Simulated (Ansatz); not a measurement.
A vibration from a frozen displacement in ScPt

Level of theory: DFT PBEsol, scalar-relativistic, plane waves, PAW (Ansatz 0.2.0). Settings: plane waves to 420 eV, k-mesh 14×14×14 (Γ-centred), Gaussian smearing 0.15 eV. Spin–orbit coupling is left out, which matters for the heavy elements here. No spin polarisation. Energies are free energies at this smearing, counted from the undisturbed cell; pressure is positive in compression.

Reference structure (as given, not relaxed at this level; it stands at -1.4 GPa, and it needn't be the usual structure):

```
Sc Pt
1.0
     3.27000    0.00000    0.00000
     0.00000    3.27000    0.00000
     0.00000    0.00000    3.27000
Sc Pt
1 1
Cartesian
  1.6350 1.6350 1.6350
  0.0000 0.0000 0.0000
```

Every Sc atom is moved by x along the Cartesian unit vector (0.000, 0.000, 1.000); the cell and all other atoms stay fixed. The cell's volume is 34.97 Å³; the moved atoms weigh 44.956 u together and the others 195.084 u. Some rows repeat others by symmetry and weren't run.

| x (Å) | ΔE (meV/cell) | total force on the moved atoms along the move (eV/Å) | pressure (GPa) |
| --- | --- | --- | --- |
| -0.3000 | 166.84 | 1.1719 | 2.4335 |
| -0.2625 | 126.12 | 1.0014 | 1.5673 |
| -0.2250 | 91.63 | 0.8390 | 0.8110 |
| -0.1875 | 63.08 | 0.6855 | 0.1637 |
| -0.1500 | 40.12 | 0.5403 | -0.3763 |
| -0.1125 | 22.47 | 0.4014 | -0.8064 |
| -0.0750 | 9.96 | 0.2662 | -1.1203 |
| -0.0375 | 2.49 | 0.1328 | -1.3114 |
| 0.0000 | 0.00 | 0.0000 | -1.3755 |
| 0.0375 | 2.49 | -0.1328 | -1.3114 |
| 0.0750 | 9.96 | -0.2662 | -1.1203 |
| 0.1125 | 22.47 | -0.4014 | -0.8064 |
| 0.1500 | 40.12 | -0.5403 | -0.3763 |
| 0.1875 | 63.08 | -0.6855 | 0.1637 |
| 0.2250 | 91.63 | -0.8390 | 0.8110 |
| 0.2625 | 126.12 | -1.0014 | 1.5673 |
| 0.3000 | 166.84 | -1.1719 | 2.4335 |

Question: What frequency belongs to this motion?

Answer: The force constant is k = −dF/dx = 3.541 eV/Å², from the parabola through x = -0.0375, 0 and 0.0375. In every cell the moved atoms swing against the rest, so the mass is μ = m₁m₂/(m₁ + m₂) = 36.536 u, and ν̃ = 521.5 cm⁻¹ × √(|k|/μ) = 162 cm⁻¹, at this cell's pressure of -1.4 GPa. To first order in x, and within 1 %, the force on every atom lies along the move and, within each of the two groups, in proportion to the atom's mass, so this is itself a mode at the zone centre of this cell.

Question: How far does the harmonic law reach?

Answer: At x = -0.300 Å, kx²/2 = 159.36 meV against the computed 166.84 meV (+4.7 %): the well is still close to harmonic there.

Question: The pressure changes with x². What does that say about the frequency under compression?

Answer: With E = k(V)x²/2, k ∝ V^(−2γ) and x scaling with the cell as V^(1/3), P − P0 = −∂E/∂V = (2γ − 2/3) ΔE/V. At x = 0.0750 Å, V(P − P0) = 34.97 × 0.25523 / 160.2 eV = 55.70 meV and ΔE = 9.96 meV, so γ = 1/3 + V(P − P0)/(2ΔE) = 3.13. This is the Grüneisen parameter of the motion under uniform scaling of the cell: shrinking the cell evenly by 1 % in volume raises the frequency by about 3.13 %.

In a metal these slopes depend on the k mesh and the smearing.